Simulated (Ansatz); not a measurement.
A structure of HfO2 relaxed with PBEsol (plane waves to 420 eV, PAW, scalar-relativistic; Ansatz, a quantum-chemistry and plane-wave program); single points at other levels follow on the same geometry (Ansatz, PAW; HSE06 at 420 eV on a 6×6×4 k-mesh; no spin-orbit coupling). Space group P4₂/nmc (No. 137).

HfO$_{2}$ is taken in the tetragonal space group P4₂/nmc, origin choice 1 (No. 137), Pearson symbol tP6. Cell: a = b = 3.568 Å, c = 5.167 Å, α = β = γ = 90.00°. Hf on 2a sees 4 O at 2.062 Å and 4 O at 2.363 Å. O on 4d has 2 Hf at 2.062 Å and 2 Hf at 2.363 Å (tetrahedral). (Neighbours: up to the widest gap in distance over summed covalent radii, below 1.35, at either atom; cation-cation and far metal-metal contacts left out.)

| level | gap (eV) | kind | conduction minimum |
|---|---|---|---|
| PBEsol | 4.57 | indirect | Γ |
| HSE06 | ___ | – | ___ |

Q: Some entries are withheld; supply them.

A: 
- HSE06, gap (eV): 6.34
- HSE06, conduction minimum: Γ

HSE06 gaps come from a coarse mesh plus a few chosen points, so they may be too large. No spin polarisation in the result.

The run could not lose the symmetry of its start.
